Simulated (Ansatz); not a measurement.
Ge:
```yaml
crystal:
  lattice:
    - [0.00000, 2.83668, 2.83668]
    - [2.83668, 0.00000, 2.83668]
    - [2.83668, 2.83668, 0.00000]
  atoms:
    - { symbol: Ge, position: [0.50000, 0.50000, 0.50000] }
    - { symbol: Ge, position: [0.75000, 0.75000, 0.75000] }
```

The program Ansatz at the r²SCAN level (PAW) gives a gap of 0.36 eV without spin–orbit coupling, maximum at Γ, minimum at Γ.

### Question
What happens when spin–orbit coupling is switched on?

### Answer
The gap falls by 0.09 eV, to 0.27 eV; maximum at Γ, minimum at Γ.

### Question
How large is the spin–orbit splitting of the valence top at Γ?

### Answer
The fourfold level lies 0.29 eV above the split-off pair.

### Question
Give the electron effective mass with spin–orbit coupling.

### Answer
0.015 mₑ (isotropic).

### Question
Give the hole effective mass with spin–orbit coupling, band 1 of 2 at the edge.

### Answer
0.20 along [100], 0.37 along [110], 0.50 along [111] (mₑ).

### Question
Give the hole effective mass with spin–orbit coupling, band 2 of 2 at the edge.

### Answer
0.018 along [100], 0.018 along [110], 0.017 along [111] (mₑ).

### Question
Give the Z2 indices of the occupied bands with spin–orbit coupling.

### Answer
0;(000).

Space group Fd-3m (diamond). The cell was relaxed with r²SCAN under the symmetry of its start; phonons on a q-mesh show no instability.

Potentials: the later of the program's two PAW sets.
